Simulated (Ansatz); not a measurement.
Structure relaxation, BaS3

The start is a generated trial cell of BaS3 in the AFLOW prototype A3B_hP8_194_h_c (D0_19, as in Ni3Sn). A full variable-cell relaxation at zero pressure is run with r2SCAN (plane waves to 500 eV, PAW, scalar-relativistic; Ansatz, an electronic-structure program). The first steps use a coarse 4×4×5 k-mesh.

Input geometry:
```yaml
crystal:
  lattice:
    - [6.73167, 0.00000, 0.00000]
    - [-3.36584, 5.82980, 0.00000]
    - [0.00000, 0.00000, 5.39932]
  atoms:
    - { symbol: S, position: [0.83920, 0.67840, 0.25000] }
    - { symbol: S, position: [0.16080, 0.83920, 0.75000] }
    - { symbol: S, position: [0.32160, 0.16080, 0.25000] }
    - { symbol: S, position: [0.16080, 0.32160, 0.75000] }
    - { symbol: S, position: [0.83920, 0.16080, 0.25000] }
    - { symbol: S, position: [0.67840, 0.83920, 0.75000] }
    - { symbol: Ba, position: [0.33333, 0.66667, 0.25000] }
    - { symbol: Ba, position: [0.66667, 0.33333, 0.75000] }
```

Q: How large is the pressure on the unrelaxed cell, and of which sign?

A: -5 GPa (negative: the cell is under tension).

Q: By how much does the energy per atom fall from start to end?

A: 0.39 eV/atom.

Q: Is the relaxed structure metallic? Give its gap.

A: Zero (metallic).

Q: What does it relax into? Give the structure.

A: 
Space group P6₃/mmc (No. 194); a = b = 6.2823 Å, c = 6.1730 Å, α = β = 90.00°, γ = 120.00°

| atom | site | symmetry | x | y | z |
|---|---|---|---|---|---|
| S | 6h | mm2 | 0.4142 | 0.2071 | 0.2500 |
| Ba | 2c | -6m2 | 0.3333 | 0.6667 | 0.2500 |

The space group stays P6₃/mmc (No. 194) (the run could not lower it); the end is AFLOW prototype A3B_hP8_194_h_c (D0_19, as in Ni3Sn), with 8 atoms in the primitive cell. Final values are on a 9×9×8 k-mesh of the relaxed cell. No spin polarisation in the result.

The run could not lose the symmetry of its start, so the end can be a saddle point.

The relaxed structure here is a generated cell of BaS3: the first start was made by placing the elements on the sites of a structure type, and the end was not matched to a known phase here, so it may be hypothetical. Known forms of BaS3 include space group No. 113.
